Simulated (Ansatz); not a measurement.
Relaxing osmium (fcc)

Method: DFT, r2SCAN, plane waves (500 eV) with PAW, scalar-relativistic (Ansatz 0.2.0). (PAW data from PBE, frozen cores regenerated.)

k-point mesh 14×14×14, Fermi-Dirac smearing 0.1 eV, no spin polarisation. Cell and atoms relax.

Starting structure:

```
CELL_PARAMETERS angstrom
0.00000 1.91254 1.91254
1.91254 0.00000 1.91254
1.91254 1.91254 0.00000
ATOMIC_POSITIONS crystal
Os 0.00000 0.00000 0.00000
```

Question: The pressure at the start is 2.8 GPa. By how much does the volume change?

Answer: From 13.99 to 14.08 Å³ per atom, 0.7 %. The final cell has a = 3.833 Å.

Question: How much energy does the relaxation gain?

Answer: 0.8 meV per atom.
